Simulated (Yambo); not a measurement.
AlP (zinc blende, space group F-43m, No. 216): a test of whether the lowest BSE state is resolved, against the k mesh (Yambo, LDA bands; otherwise 3 valence and 4 conduction bands, static screening with 18 bands and a 4 Ry block, scissor 1.02 eV, Tamm-Dancoff).

| k mesh | direct gap (eV) | lowest state (eV) | difference (eV) | k points taking part | rough cost |
|---|---|---|---|---|---|
| 4×4×4 | 4.26 | 4.00 | 0.26 | 1.5 | about 1/60 |
| 6×6×6 | 4.26 | 4.06 | 0.21 | 1.1 | about 1/20 |
| 8×8×8 | 4.26 | 4.10 | 0.17 | 1.0 | about 1/4 |
| 10×10×10 | 4.26 | 4.13 | 0.14 | 1.0 | 1 |

The last step moves the difference by 0.03 eV. Even the densest mesh doesn't resolve the state: none of these energies is a result, and the difference is no binding energy.

These are vertical excitations (zero momentum); the indirect quasiparticle gap, about 2.46 eV, is smaller than the direct one (4.26 eV on the GW mesh). The scissor comes from a G0W0 run whose convergence isn't established; costs are rough.

Geometry relaxed with LDA; primitive cell a = 3.838 Å, b = 3.838 Å, c = 3.838 Å, α = 60.00°, β = 60.00°, γ = 60.00°.
